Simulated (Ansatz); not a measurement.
**Calculation log, W (Im-3m) (phonons)**

Level of theory: PBEsol, PAW on Ansatz 0.2.0's default frozen-core files (fitted under PBE), scalar-relativistic.

The cell is the relaxed one with its volume scaled by 1.03.

Command:

```sh
ansatz run input.yaml --threads 2 --pin off --max-ram 5120MiB --backend cpu --events-out ev --progress --plain --runs-dir out
```

input.yaml:

```yaml
crystal:
  lattice:
    - [-1.59269166365, 1.59269166365, 1.59269166365]
    - [1.59269166365, -1.59269166365, 1.59269166365]
    - [1.59269166365, 1.59269166365, -1.59269166365]
  atoms:
    - { symbol: W, position: [0.0, 0.0, 0.0] }
kpoints:
  mp_grid: { grid: [20, 20, 20] }
scf:
  occupations: { method: fermi_dirac, width: 0.1 }
hamiltonian:
  xc: pbesol
  pseudopotentials: { kind: paw }
phonons:
  qmesh: [4, 4, 4]
  qpath:
    path:
      - [0.0, 0.0, 0.0]
      - [0.5, -0.5, 0.5]
      - [0.0, 0.0, 0.5]
      - [0.0, 0.0, 0.0]
      - [0.25, 0.25, 0.25]
      - [0.5, -0.5, 0.5]
      - [0.25, 0.25, 0.25]
      - [0.0, 0.0, 0.5]
    npoints: 6
  temperatures: { t_min: 0, t_max: 1000, t_step: 100 }
```

The program printed:

```
Warning: RAYON_NUM_THREADS=2 ignored (pool sized by the plan → 2); use --threads N
Engine: ansatz 0.2.0, aarch64-unknown-linux-gnu
Pseudopotentials: kind: paw
Pseudopotential: W, paw, valence charge 14, recommended cutoff 420 eV (normal), W.paw.azcp
Functional definition: PBEsol
  exchange = pbesol_x
  correlation = pbesol_c
Crystal: 4 atoms, lattice volume = 64.642 Å³
Basis set: ecut = 420 eV, 1263 PW (Γ), FFT grids on a1, a2, a1+2a2+a3, exchange–correlation on 40×64×72 points (8 copies of the dense FFT grid, shifted against one another)
Bands: 37, of which v1, the nominal top of the filled ones, is band 28 counted from 1 (27 counted from 0)
Symmetry: 16 space group operations
k-points: 561 of 2000
Non-local potential: W, projectors of the file, l = 0: 3, l = 1: 2, l = 2: 2, l = 3: 1
PAW form: soft (Blöchl's): semilocal exchange-correlation on the pseudo side does not see the compensation charge
PAW frozen core: W, regenerated for the run's functional, and the local potential with it (the file was generated under x = pbe(κ = 0.804, μ = 0.2195149727645171), c = pbe(β = 0.06672455060314922))
PAW one-centre angular grid: W, 590 points (default); XC on 64 Gauss nodes
Initial density: handed on by an earlier stage of this run
Initial wavefunctions: those handed on with the density
Functional: x = pbesol(κ = 0.804, μ = 0.12345679012345678), c = pbesol(β = 0.046)
SCF iter   1: F=—  HF=-41026.249659 eV  |F-HF|=—  |Δ(HF+E_count)|=         —  Δρ=1.29e-7  dr2=8.20e-12  ethr=1.12e-12  ⟨swp⟩=4.7  Hψ=62864  notcnv=0
preconditioner: auto → Kerker (q_TF=auto, 2.664 Å⁻¹)  [metal: Δε(μ)=0.022 eV  Ē_g=5.772 eV  σ=0.100 eV  W_gap=0.05  n_scr=14 (ndim 8)  ℏωp=22.6 eV  f_vac=0.000  D(μ)=1.51/eV (n_scr^D=8)]
SCF iter   2: F=-41026.249659 eV  HF=-41026.249659 eV  |F-HF|=0.00e0  |Δ(HF+E_count)|=  7.28e-12  Δρ=7.74e-8  dr2=3.00e-12  ethr=1.00e-12  ⟨swp⟩=3.0  Hψ=45477  notcnv=0
SCF 1 converged in 2 iterations: F = -41026.249659 eV  dr2 = 3.00e-12
[... 148 lines left out ...]
  symmetry images taken by strict's conditions (phonons.symmetry_images: auto; settled by no image being taken that strict refuses)
  supercell 2 (4 cells, vectors [1, 0, 0], [0, 1, 0], [0, 0, 4] in multiples of the cell's): 2 displaced members by 0.0025 Å; free energy -41026.249659 eV; taken off its force constants: by the sum rule 1.1e-4, by the ...
  symmetry images taken by strict's conditions (phonons.symmetry_images: auto; settled by no image being taken that strict refuses)
  supercell 3 (4 cells, vectors [4, 0, 0], [0, 1, 1], [2, 0, 1] in multiples of the cell's): 2 displaced members by 0.0025 Å; free energy -41026.249659 eV; taken off its force constants: by the sum rule 5.4e-5, by the ...
  symmetry images taken by strict's conditions (phonons.symmetry_images: auto; settled by no image being taken that strict refuses)
  supercell 4 (4 cells, vectors [0, 1, 1], [-1, 0, -1], [0, 0, 4] in multiples of the cell's): 1 displaced member by 0.0025 Å; free energy -41026.249659 eV; taken off its force constants: by the sum rule 2.2e-5, by the ...
  symmetry images taken by strict's conditions (phonons.symmetry_images: auto; settled by no image being taken that strict refuses)
  supercell 5 (4 cells, vectors [0, 1, -1], [-1, 1, 0], [0, 0, 4] in multiples of the cell's): 1 displaced member by 0.0025 Å; free energy -41026.249659 eV; taken off its force constants: by the sum rule 7.5e-5, by the ...
  symmetry images taken by strict's conditions (phonons.symmetry_images: auto; settled by no image being taken that strict refuses)
  q = [0.0000, 0.0000, 0.0000] (star 1, supercell 1; hermiticity 0.00e0, symmetrization 6.43e-17): 0.00 0.00 0.00
  q = [0.0000, 0.0000, 0.2500] (star 12, supercell 2; hermiticity 6.00e-53, symmetrization 3.19e-16): 96.82 97.69 155.30
  q = [0.0000, 0.0000, -0.5000] (star 6, supercell 1; hermiticity 2.84e-16, symmetrization 7.43e-7): 127.91 144.15 209.22
  q = [0.0000, 0.2500, 0.2500] (star 24, supercell 1; hermiticity 1.29e-16, symmetrization 2.73e-16): 143.72 159.90 187.40
  q = [0.2500, 0.2500, 0.2500] (star 2, supercell 5; hermiticity 1.19e-16, symmetrization 4.75e-16): 172.34 172.34 172.34
  q = [0.2500, 0.2500, -0.2500] (star 6, supercell 4; hermiticity 1.03e-16, symmetrization 2.06e-16): 128.29 128.29 191.06
  q = [0.2500, -0.5000, -0.5000] (star 12, supercell 3; hermiticity 1.06e-16, symmetrization 4.23e-16): 145.83 172.46 193.54
  q = [-0.5000, -0.5000, -0.5000] (star 1, supercell 4; hermiticity 2.61e-16, symmetrization 1.05e-6): 170.63 170.63 170.63
  joined force constants: q→R imaginary residual 0.00e0
  density of states and harmonic sums: on the 28×28×28 q-mesh, interpolated from the force constants of a 4×4×4 supercell (no non-analytic term)
  largest difference from the sums on the solved wave vectors: F 1.13e-2 eV, S 1.54e-5 and C_V 4.03e-6 eV/K
```

The run converged.

**Harmonic thermodynamics**

Harmonic phonons of a crystal by Kohn-Sham DFT at the given cell, standard atomic masses, acoustic sum rule imposed; negative wavenumbers are unstable modes; sums over wave vectors interpolated from the q mesh.

```json
{
  "Zero point energy": "28.44 meV/atom"
}
```

```csv
temperature (K),phonon heat capacity (k_B/atom),phonon entropy (k_B/atom),phonon free energy (meV/atom)
100,2.027,1.277,24.84
200,2.705,2.955,6.1
300,2.864,4.088,-24.53
400,2.922,4.921,-63.5
500,2.95,5.576,-108.8
600,2.965,6.115,-159.3
700,2.974,6.573,-214
800,2.98,6.971,-272.4
900,2.984,7.322,-334
1000,2.987,7.637,-398.5
```

### Phonons on the q mesh

One row a degenerate set, branches counted upwards.

- Unstable phonons: no

| point | q a (r.l.u.) | q b (r.l.u.) | q c (r.l.u.) | branch | phonon wavenumber (cm⁻¹) | degeneracy |
| --- | --- | --- | --- | --- | --- | --- |
| 0.25/0/0 | 0.25 | 0 | 0 | 1 | 96.8 | 1 |
| 0.25/0/0 | 0.25 | 0 | 0 | 2 | 97.7 | 1 |
| 0.25/0/0 | 0.25 | 0 | 0 | 3 | 155.3 | 1 |
| N | 0.5 | 0 | 0 | 1 | 127.9 | 1 |
| N | 0.5 | 0 | 0 | 2 | 144.2 | 1 |
| N | 0.5 | 0 | 0 | 3 | 209.2 | 1 |
| 0.25/0.25/0 | 0.25 | 0.25 | 0 | 1 | 143.7 | 1 |
| 0.25/0.25/0 | 0.25 | 0.25 | 0 | 2 | 159.9 | 1 |
| 0.25/0.25/0 | 0.25 | 0.25 | 0 | 3 | 187.4 | 1 |
| P | 0.25 | 0.25 | 0.25 | 1 | 172.3 | 3 |
| -0.25/0.25/0.25 | -0.25 | 0.25 | 0.25 | 1 | 128.3 | 2 |
| -0.25/0.25/0.25 | -0.25 | 0.25 | 0.25 | 3 | 191.1 | 1 |
| 0.5/0.5/0.25 | 0.5 | 0.5 | 0.25 | 1 | 145.8 | 1 |
| 0.5/0.5/0.25 | 0.5 | 0.5 | 0.25 | 2 | 172.5 | 1 |
| 0.5/0.5/0.25 | 0.5 | 0.5 | 0.25 | 3 | 193.5 | 1 |
| H | 0.5 | 0.5 | 0.5 | 1 | 170.6 | 3 |

Caveats: frozen-core PAW files fitted under PBE, their cores solved anew for the functional of the run; responses of metals move with mesh and smearing; no spin-orbit coupling on heavy atoms; cell scaled away from its relaxed volume.

Cost: 7.6 min on 2 threads of Arm Neoverse V1 (shared host), peak memory 2.2 GiB.
